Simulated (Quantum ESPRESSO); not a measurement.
NbAl$_{4}$Ir$_{2}$Au (simulated cell), Os$_{2}$PdRhW$_{4}$ (simulated cell) (calculated)

Computed with Quantum ESPRESSO 7.5. Calculation on a made-up metal alloy cell, not a measurement, run again with a planted mistake, found by running each candidate: no spin or spin-orbit, unrelaxed, 2900 K smearing, stress positive in tension, cell energy less the intended atoms' offsets; periodic Kohn-Sham density functional theory in plane waves with PseudoDojo standard norm-conserving scalar-relativistic pseudopotentials, each functional with its own files (v0.5 for PBE, v0.4.1 for LDA and PBEsol), eight atoms on drawn sites of a strained close-packed or body-centred lattice, each displaced and held fixed; the energy is the cell's free energy, ions and the entropy term -TS included, at the stated Fermi-Dirac width, less a fixed offset for each atom's element (shifted free energy); compositions with an open d shell lost a parallel starting moment in a cheaper test run, and other magnetic orders were not tried; an error bar is the largest change of its kind in a tighter rerun, never given below 0.002 eV, 0.02 GPa or 0.003 eV/angstrom, and covers cutoff and k-mesh only, not smearing or the files.

Settings shared by all entries: intended functional pbe; fermi dirac smearing 0.25 eV; intended electrons removed 0; candidate functional lda; candidate misplaced by 0.22 Å; structure shown the intended cell.

Notes on all entries: heavy elements are run without spin-orbit coupling, which real alloys of them have; a spin test at this wide smearing found no moment, but such smearing suppresses magnetism that the real alloy may have; another functional or element uses other pseudopotential files, so its energy jump is mostly a change of zero; lattice, volume and sites are drawn at random and may be unstable or far from any real phase; energies are for the whole cell, less offsets fitted to these runs, so they are not formation energies.

(1) 
```cif
# cell vector a (Å): -2.8705 0.0211 0.0347
# cell vector b (Å): 0.0203 5.0671 -4.6622
# cell vector c (Å): 0.0935 -5.0583 -4.6529
data_NbAl4Ir2Au
_symmetry_space_group_name_H-M 'P 1'
_symmetry_Int_Tables_number 1
_cell_length_a 2.8708
_cell_length_b 6.8856
_cell_length_c 6.8735
_cell_angle_alpha 94.771
_cell_angle_beta 91.558
_cell_angle_gamma 90.328
_cell_volume 135.34
loop_
_atom_site_label
_atom_site_type_symbol
_atom_site_fract_x
_atom_site_fract_y
_atom_site_fract_z
_atom_site_occupancy
Al1 Al 0.00262 0.00106 0.00740 1
Ir1 Ir 0.98679 0.41769 0.07591 1
Al2 Al 0.99149 0.49880 0.50003 1
Al3 Al 0.98682 0.92301 0.57907 1
Al4 Al 0.48963 0.16704 0.33696 1
Au1 Au 0.48507 0.24917 0.74916 1
Nb1 Nb 0.47777 0.66502 0.83129 1
Ir2 Ir 0.50624 0.75549 0.24507 1
_calc_lattice_type 'hexagonal close-packed'
_calc_cutoff 1116  # eV
_calc_healthy_entropy_term_negative_ts -0.938  # eV
_calc_healthy_pressure -10.75  # GPa
_calc_healthy_stress_xx 3.93  # GPa
_calc_healthy_stress_yy 17.46  # GPa
_calc_healthy_stress_zz 10.85  # GPa
_calc_healthy_stress_yz -0.38  # GPa
_calc_healthy_stress_xz -1.02  # GPa
_calc_healthy_stress_xy -0.66  # GPa
_calc_faulty_entropy_term_negative_ts -1.043  # eV
_calc_faulty_pressure -4.55  # GPa
_calc_faulty_stress_xx -0.77  # GPa
_calc_faulty_stress_yy 9.72  # GPa
_calc_faulty_stress_zz 4.69  # GPa
_calc_faulty_stress_yz 0.97  # GPa
_calc_faulty_stress_xz -1.39  # GPa
_calc_faulty_stress_xy -1.05  # GPa
_calc_candidate_first_exchanged_site 4
_calc_candidate_second_exchanged_site 8
_calc_candidate_length_scale_change -0.89  # percent
_calc_candidate_wrong_element_site 8
_calc_candidate_wrong_element 'Ta'
_calc_candidate_misplaced_site 2
_calc_candidate_misplaced_along 'x'
_calc_k_mesh '8 x 4 x 4 shifted half a step off Gamma on each axis'
_calc_healthy_shifted_free_energy -1.268  # eV
_calc_faulty_shifted_free_energy 1361.079  # eV
_calc_fault_kind ?
```

Atoms:
```
atoms element  atom site  atom energy offset (eV)
           Al          1                   -63.26
           Ir          2                 -3133.86
           Al          3                   -63.26
           Al          4                   -63.26
           Al          5                   -63.26
           Au          6                 -4032.82
           Nb          7                 -1694.67
           Ir          8                 -3133.86
```

Healthy forces:
```
site  x (eV/Å)  y (eV/Å)  z (eV/Å)
   1     0.124    -0.291    -0.022
   2    -0.107    -1.233    -1.162
   3     0.131     1.308     0.305
   4     0.032    -0.425     0.729
   5    -0.011     0.737     0.353
   6     0.067    -0.059     0.987
   7    -0.333    -0.318    -0.631
   8     0.097      0.28     -0.56
```

Faulty forces:
```
site  x (eV/Å)  y (eV/Å)  z (eV/Å)
   1     0.091     0.617    -0.301
   2    -0.065    -1.001    -1.335
   3     0.014     0.404     0.345
   4    -0.091    -0.482     0.047
   5     0.034     1.103     0.189
   6      0.08    -0.123     0.909
   7    -0.264    -0.093     0.034
   8       0.2    -0.425     0.112
```

Candidate mistake: atoms exchanged, cell scaled, wrong functional, wrong element, atom misplaced

Notes: error bars of the healthy run: energy 0.0081 eV, stress 0.15 GPa, force 0.0081 eV/Å, from a tighter rerun of this or a related cell; largest difference from healthy 167215 error bars; largest difference from nearest other mistake 164477 error bars.

(2) 
```cif
# cell vector a (Å): -0.0071 -1.9570 -1.9777
# cell vector b (Å): -4.0503 2.0159 -2.0508
# cell vector c (Å): 5.9551 5.9227 -3.9858
data_Os2PdRhW4
_symmetry_space_group_name_H-M 'P 1'
_symmetry_Int_Tables_number 1
_cell_length_a 2.7823
_cell_length_b 4.9673
_cell_length_c 9.2967
_cell_angle_alpha 94.977
_cell_angle_beta 98.337
_cell_angle_gamma 89.422
_cell_volume 126.65
loop_
_atom_site_label
_atom_site_type_symbol
_atom_site_fract_x
_atom_site_fract_y
_atom_site_fract_z
_atom_site_occupancy
W1 W 0.97051 0.01236 0.00315 1
Os1 Os 0.13986 0.38254 0.24888 1
Pd1 Pd 0.25728 0.75538 0.50347 1
W2 W 0.38670 0.10572 0.75855 1
Os2 Os 0.49057 0.51111 0.00339 1
Rh1 Rh 0.63390 0.88470 0.26067 1
W3 W 0.75859 0.25665 0.52185 1
W4 W 0.83482 0.62756 0.77138 1
_calc_lattice_type 'face-centred cubic'
_calc_cutoff 1197  # eV
_calc_healthy_entropy_term_negative_ts -1.607  # eV
_calc_healthy_pressure -4.7  # GPa
_calc_healthy_stress_xx 4.25  # GPa
_calc_healthy_stress_yy 3.68  # GPa
_calc_healthy_stress_zz 6.17  # GPa
_calc_healthy_stress_yz -1.78  # GPa
_calc_healthy_stress_xz 2  # GPa
_calc_healthy_stress_xy -2.52  # GPa
_calc_faulty_entropy_term_negative_ts -1.649  # eV
_calc_faulty_pressure -5.47  # GPa
_calc_faulty_stress_xx 3.2  # GPa
_calc_faulty_stress_yy 5.39  # GPa
_calc_faulty_stress_zz 7.83  # GPa
_calc_faulty_stress_yz -2.52  # GPa
_calc_faulty_stress_xz 2.81  # GPa
_calc_faulty_stress_xy -3.61  # GPa
_calc_candidate_first_exchanged_site 3
_calc_candidate_second_exchanged_site 5
_calc_candidate_length_scale_change -0.74  # percent
_calc_candidate_wrong_element_site 5
_calc_candidate_wrong_element 'Al'
_calc_candidate_misplaced_site 8
_calc_candidate_misplaced_along 'z'
_calc_k_mesh '8 x 5 x 3 shifted half a step off Gamma on each axis'
_calc_healthy_shifted_free_energy -1.121  # eV
_calc_faulty_shifted_free_energy -0.798  # eV
_calc_fault_kind ?
```

Atoms:
```
atoms element  atom site  atom energy offset (eV)
            W          1                 -2063.48
           Os          2                 -2753.07
           Pd          3                 -3687.45
            W          4                 -2063.48
           Os          5                 -2753.07
           Rh          6                 -3191.96
            W          7                 -2063.48
            W          8                 -2063.48
```

Healthy forces:
```
site  x (eV/Å)  y (eV/Å)  z (eV/Å)
   1      1.31     1.204    -1.622
   2     0.251     0.394     0.075
   3     0.489     0.113     0.106
   4    -1.161     0.624     0.154
   5     1.458     0.804    -0.841
   6    -0.724    -0.406     0.509
   7     -1.22    -0.988     0.787
   8    -0.403    -1.746     0.832
```

Faulty forces:
```
site  x (eV/Å)  y (eV/Å)  z (eV/Å)
   1     1.013      0.63    -0.988
   2     1.083      0.99    -0.701
   3     0.098    -0.102     0.252
   4    -0.749     0.894    -0.163
   5     0.839     0.755    -0.487
   6      0.09    -0.002      0.09
   7    -1.609    -1.393     1.197
   8    -0.763    -1.772       0.8
```

Candidate mistake: atoms exchanged, cell scaled, wrong functional, wrong element, atom misplaced

Notes: error bars of the healthy run: energy 0.002 eV, stress 0.1 GPa, force 0.013 eV/Å, from a tighter rerun of this or a related cell; largest difference from healthy 161 error bars; largest difference from nearest other mistake 159 error bars.

Question: Give the missing fault kind for NbAl$_{4}$Ir$_{2}$Au (simulated cell) (entry 1).
Answer: wrong element (wrong element site 8, wrong element Ta)

Question: What fault kind does the calculation give for Os$_{2}$PdRhW$_{4}$ (simulated cell) (entry 2)?
Answer: atoms exchanged (first exchanged site 3, second exchanged site 5)
